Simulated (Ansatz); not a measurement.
**Zone-centre modes in Si**

These are results of DFT PBE, scalar-relativistic, plane waves, PAW in Ansatz, not measurements. The runs took a 420 eV cutoff, a Γ-centred 10×10×10 mesh and Gaussian smearing (0.05 eV). No spin polarisation.

The starting cell (as given, not relaxed at this level):

```
CELL_PARAMETERS angstrom
0.00000 2.71547 2.71547
2.71547 0.00000 2.71547
2.71547 2.71547 0.00000
ATOMIC_POSITIONS crystal
Si 0.50000 0.50000 0.50000
Si 0.75000 0.75000 0.75000
```

Harmonic modes by finite displacements of 0.02 Å, without the LO–TO term.

At this geometry, is the structure stable against these modes?

Yes: no mode is imaginary beyond 10 cm⁻¹, and only the three translations lie near zero.

List the wavenumbers in cm⁻¹.

0, 0, 0, 513, 513, 513.

Cost: 1 run of about 0.11 core-minutes, on Arm Neoverse V1 (shared hosts).